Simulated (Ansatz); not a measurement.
Ba2N in space group R-3m (No. 166; Ba on 6c, N on 3a) under volume change, LDA (plane waves, PAW; program Ansatz), shape and atoms relaxed at each volume.

```tsv
V (Å³/atom)	E − E(relaxed) (meV/atom)	P (GPa)
28.875	18.1	2.19
29.827	7.6	1.36
30.779	1.8	0.63
31.731	0.0	0.00
32.683	1.7	-0.55
33.635	6.3	-1.02
34.587	13.5	-1.41
```

Question: What does a third-order Birch–Murnaghan fit give for V₀, B₀ and B′?

Answer: V₀ = 31.73 Å³/atom, B₀ = 19.4 GPa, B′ = 3.9.

The workflow started from a Materials Project entry (that database holds measured and hypothetical structures alike); the Crystallography Open Database files this formula in space group No. 166, but the cells were not matched. Whether it is the stable phase at ambient conditions was not checked. Symmetry was held in the LDA relaxation; whether a distortion lowers the energy is not shown. Scalar-relativistic: spin–orbit coupling is off unless named, which matters more the heavier the elements.

Potentials: the later of the program's two PAW sets.
